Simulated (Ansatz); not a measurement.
NbSnS:
```yaml
crystal:
  lattice:
    - [3.87989, 0.00000, 0.00000]
    - [0.00000, 3.87989, 0.00000]
    - [0.00000, 0.00000, 7.75276]
  atoms:
    - { symbol: Nb, position: [0.00000, 0.50000, 0.70777] }
    - { symbol: Nb, position: [0.50000, 0.00000, 0.29223] }
    - { symbol: Sn, position: [0.00000, 0.00000, 0.00000] }
    - { symbol: Sn, position: [0.50000, 0.50000, 0.00000] }
    - { symbol: S, position: [0.50000, 0.00000, 0.62236] }
    - { symbol: S, position: [0.00000, 0.50000, 0.37764] }
```

Relaxed with PBE. Special points in fractions of this cell's reciprocal vectors: Γ (0.000, 0.000, 0.000); X (0.000, 0.500, 0.000); M (0.500, 0.500, 0.000); Z (0.000, 0.000, 0.500); R (0.000, 0.500, 0.500); A (0.500, 0.500, 0.500).

Problem. List the band energies nearest the Fermi level at these points for the program Ansatz at the PBE level (PAW).

Solution. In eV from the Fermi level; about four levels below and three above (degenerate sets whole), none deeper than 8.9 eV; points with the same levels are listed once.

```json
[
 {"k": "Γ", "below": "-0.42 -0.20 -0.20 -0.17", "above": "0.05 0.19 0.96"},
 {"k": "X", "below": "-1.21 -1.21 -0.12 -0.12", "above": "1.05 1.05 1.51 1.51"},
 {"k": "M", "below": "-3.93 -3.93 -2.15 -2.15", "above": "0.85 0.85 1.08 1.08"},
 {"k": "Z", "below": "-0.43 -0.16 -0.02 -0.02", "above": "0.44 0.68 0.90"},
 {"k": "R", "below": "-2.28 -2.28 -0.87 -0.87", "above": "0.22 0.22 1.15 1.15"},
 {"k": "A", "below": "-3.31 -3.31 -2.91 -2.91", "above": "0.65 0.65 0.85 0.85"}
]
```

Space group P4/nmm. The start of the workflow was typed in or built on a structure type; neither database checked (COD, Materials Project) lists it. Its standing as an ambient phase is unchecked. The PBE relaxation kept the symmetry of its start; its stability against distortions is not shown here. The workflow began spin-polarised and lost its moments. Spin–orbit coupling is left out wherever it is not named.

Potentials: the earlier of the program's two PAW sets.
